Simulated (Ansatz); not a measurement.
Input, command and steps of an Ansatz relaxation.

```yaml
crystal:
  lattice:
    - [6.1374452287, 0.0, 0.0]
    - [0.0, 6.1374452287, 0.0]
    - [0.0, 0.0, 6.1374452287]
  atoms:
    - { symbol: Mn, position: [0.1792851441, 0.8207148559, 0.3207148559] }
    - { symbol: Mn, position: [0.3207148559, 0.1792851441, 0.8207148559] }
    - { symbol: Mn, position: [0.8207148559, 0.3207148559, 0.1792851441] }
    - { symbol: Mn, position: [0.6792851441, 0.6792851441, 0.6792851441] }
    - { symbol: Mn, position: [0.5707148559, 0.4292851441, 0.9292851441] }
    - { symbol: Mn, position: [0.4292851441, 0.9292851441, 0.5707148559] }
    - { symbol: Mn, position: [0.9292851441, 0.5707148559, 0.4292851441] }
    - { symbol: Mn, position: [0.0707148559, 0.0707148559, 0.0707148559] }
    - { symbol: Al, position: [0.7958298742, 0.9541701258, 0.375] }
    - { symbol: Al, position: [0.7041701258, 0.0458298742, 0.875] }
    - { symbol: Al, position: [0.2041701258, 0.4541701258, 0.125] }
    - { symbol: Al, position: [0.2958298742, 0.5458298742, 0.625] }
    - { symbol: Al, position: [0.9541701258, 0.375, 0.7958298742] }
    - { symbol: Al, position: [0.0458298742, 0.875, 0.7041701258] }
    - { symbol: Al, position: [0.4541701258, 0.125, 0.2041701258] }
    - { symbol: Al, position: [0.5458298742, 0.625, 0.2958298742] }
    - { symbol: Al, position: [0.375, 0.7958298742, 0.9541701258] }
    - { symbol: Al, position: [0.875, 0.7041701258, 0.0458298742] }
    - { symbol: Al, position: [0.125, 0.2041701258, 0.4541701258] }
    - { symbol: Al, position: [0.625, 0.2958298742, 0.5458298742] }
basis:
  ecutwfc: 420
kpoints:
  mp_grid: { grid: [6, 6, 6] }
hamiltonian:
  xc: pbesol
scf:
  occupations: { method: gaussian, width: 0.1 }
output:
  forces: true
  stress: true
  eigenvalues: true
  write_density: true
  write_potential: true
  elf: true
  volumetric_format: npy
relax:
  adjacent_minimum: "off"
  f_tol: 0.01
  max_steps: 30
```

```bash
ansatz run input.yaml --threads 4 --pin off --max-ram 10240MiB --backend cpu --events-out ev --progress --plain --runs-dir out
```

All numbers below come from DFT PBEsol, scalar-relativistic, plane waves, PAW in Ansatz.

The volume is held at 0.91 times that of the relaxed cell.

Of 3 frames 3 are shown, positions in Å and forces in eV/Å; the SCF threshold varies from step to step. Spin polarisation was left out; whether the Mn atoms would carry moments isn't shown by this run.

```xyz
20
Lattice="6.1374 0.0000 0.0000 0.0000 6.1374 0.0000 0.0000 0.0000 6.1374" Properties=species:S:1:pos:R:3:forces:R:3 pbc="T T T" step=1 free_energy_over_end_meV_per_atom=0.08
Mn    1.1004    5.0371    1.9684    0.0366   -0.0366   -0.0366
Mn    1.9684    1.1004    5.0371   -0.0366    0.0366   -0.0366
Mn    5.0371    1.9684    1.1004   -0.0366   -0.0366    0.0366
Mn    4.1691    4.1691    4.1691    0.0366    0.0366    0.0366
Mn    3.5027    2.6347    5.7034   -0.0366    0.0366    0.0366
Mn    2.6347    5.7034    3.5027    0.0366    0.0366   -0.0366
Mn    5.7034    3.5027    2.6347    0.0366   -0.0366    0.0366
Mn    0.4340    0.4340    0.4340   -0.0366   -0.0366   -0.0366
Al    4.8844    5.8562    2.3015   -0.0425    0.0425    0.0000
Al    4.3218    0.2813    5.3703    0.0425   -0.0425    0.0000
Al    1.2531    2.7874    0.7672    0.0425    0.0425    0.0000
Al    1.8156    3.3500    3.8359   -0.0425   -0.0425    0.0000
Al    5.8562    2.3015    4.8844    0.0425    0.0000   -0.0425
Al    0.2813    5.3703    4.3218   -0.0425    0.0000    0.0425
Al    2.7874    0.7672    1.2531    0.0425    0.0000    0.0425
Al    3.3500    3.8359    1.8156   -0.0425    0.0000   -0.0425
Al    2.3015    4.8844    5.8562    0.0000   -0.0425    0.0425
Al    5.3703    4.3218    0.2813    0.0000    0.0425   -0.0425
Al    0.7672    1.2531    2.7874    0.0000    0.0425    0.0425
Al    3.8359    1.8156    3.3500    0.0000   -0.0425   -0.0425
20
Lattice="6.1374 0.0000 0.0000 0.0000 6.1374 0.0000 0.0000 0.0000 6.1374" Properties=species:S:1:pos:R:3:forces:R:3 pbc="T T T" step=2 free_energy_over_end_meV_per_atom=0.01
Mn    1.1012    5.0363    1.9675    0.0178   -0.0178   -0.0178
Mn    1.9675    1.1012    5.0363   -0.0178    0.0178   -0.0178
Mn    5.0363    1.9675    1.1012   -0.0178   -0.0178    0.0178
Mn    4.1699    4.1699    4.1699    0.0178    0.0178    0.0178
Mn    3.5019    2.6355    5.7043   -0.0178    0.0178    0.0178
Mn    2.6355    5.7043    3.5019    0.0178    0.0178   -0.0178
Mn    5.7043    3.5019    2.6355    0.0178   -0.0178    0.0178
Mn    0.4332    0.4332    0.4332   -0.0178   -0.0178   -0.0178
Al    4.8834    5.8572    2.3015   -0.0153    0.0153    0.0000
Al    4.3228    0.2803    5.3703    0.0153   -0.0153    0.0000
Al    1.2541    2.7884    0.7672    0.0153    0.0153    0.0000
Al    1.8147    3.3490    3.8359   -0.0153   -0.0153    0.0000
Al    5.8572    2.3015    4.8834    0.0153    0.0000   -0.0153
Al    0.2803    5.3703    4.3228   -0.0153    0.0000    0.0153
Al    2.7884    0.7672    1.2541    0.0153    0.0000    0.0153
Al    3.3490    3.8359    1.8147   -0.0153    0.0000   -0.0153
Al    2.3015    4.8834    5.8572    0.0000   -0.0153    0.0153
Al    5.3703    4.3228    0.2803    0.0000    0.0153   -0.0153
Al    0.7672    1.2541    2.7884    0.0000    0.0153    0.0153
Al    3.8359    1.8147    3.3490    0.0000   -0.0153   -0.0153
20
Lattice="6.1374 0.0000 0.0000 0.0000 6.1374 0.0000 0.0000 0.0000 6.1374" Properties=species:S:1:pos:R:3:forces:R:3 pbc="T T T" step=3 free_energy_over_end_meV_per_atom=0.00
Mn    1.1022    5.0353    1.9665    0.0006   -0.0006   -0.0006
Mn    1.9665    1.1022    5.0353   -0.0006    0.0006   -0.0006
Mn    5.0353    1.9665    1.1022   -0.0006   -0.0006    0.0006
Mn    4.1709    4.1709    4.1709    0.0006    0.0006    0.0006
Mn    3.5009    2.6365    5.7053   -0.0006    0.0006    0.0006
Mn    2.6365    5.7053    3.5009    0.0006    0.0006   -0.0006
Mn    5.7053    3.5009    2.6365    0.0006   -0.0006    0.0006
Mn    0.4322    0.4322    0.4322   -0.0006   -0.0006   -0.0006
Al    4.8830    5.8576    2.3015    0.0005   -0.0005    0.0000
Al    4.3232    0.2799    5.3703   -0.0005    0.0005    0.0000
Al    1.2545    2.7888    0.7672   -0.0005   -0.0005    0.0000
Al    1.8142    3.3486    3.8359    0.0005    0.0005    0.0000
Al    5.8576    2.3015    4.8830   -0.0005    0.0000    0.0005
Al    0.2799    5.3703    4.3232    0.0005    0.0000   -0.0005
Al    2.7888    0.7672    1.2545   -0.0005    0.0000   -0.0005
Al    3.3486    3.8359    1.8142    0.0005    0.0000    0.0005
Al    2.3015    4.8830    5.8576    0.0000    0.0005   -0.0005
Al    5.3703    4.3232    0.2799    0.0000   -0.0005    0.0005
Al    0.7672    1.2545    2.7888    0.0000   -0.0005   -0.0005
Al    3.8359    1.8142    3.3486    0.0000    0.0005    0.0005
```

It took 20 s on 4 threads of Intel(R) Xeon(R) 6975P-C (Granite Rapids), with other jobs on the host, peak memory 1 GiB.